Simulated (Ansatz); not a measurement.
Consider the following.

GeSe$_{2}$:
```cif
data_Ge4Se8
_chemical_formula_sum 'Ge4 Se8'
_space_group_name_H-M_alt 'Fm-3m'
_space_group_IT_number 225
_space_group_name_Hall '-F 4 2 3'
_cell_length_a 6.60210
_cell_length_b 6.60210
_cell_length_c 6.60210
_cell_angle_alpha 90.000
_cell_angle_beta 90.000
_cell_angle_gamma 90.000
loop_
_atom_site_label
_atom_site_type_symbol
_atom_site_symmetry_multiplicity
_atom_site_Wyckoff_symbol
_atom_site_fract_x
_atom_site_fract_y
_atom_site_fract_z
_atom_site_occupancy
Ge1 Ge 4 a 0.00000 0.00000 0.00000 1
Se1 Se 8 c 0.25000 0.25000 0.25000 1
```
(The calculation used a cell of 3 atoms; values per cell refer to that cell.)

This is the PBE-relaxed structure.

**Question.** All from the program Ansatz at the PBE level (PAW), unless another level is named. Predict the electronic character.

**Answer.** metallic (no gap).

**Question.** Predict the formation energy from the elements (no fitted shifts).

**Answer.** 0.27 eV/atom.

**Question.** Next, the density of states at the Fermi level?

**Answer.** 0.84 states/eV per atom (mean over ±0.08 eV).

A made-up cell: these elements were put on the sites of a structure type; neither database checked (COD, Materials Project) lists it. Its standing as an ambient phase is unchecked. Symmetry was held in the PBE relaxation; its stability against distortions is not shown here. The references are the lowest solids computed at this level, not always the standard phases. Scalar-relativistic: spin–orbit coupling is off unless named, which matters more the heavier the elements.

Potentials: the later of the program's two PAW sets.
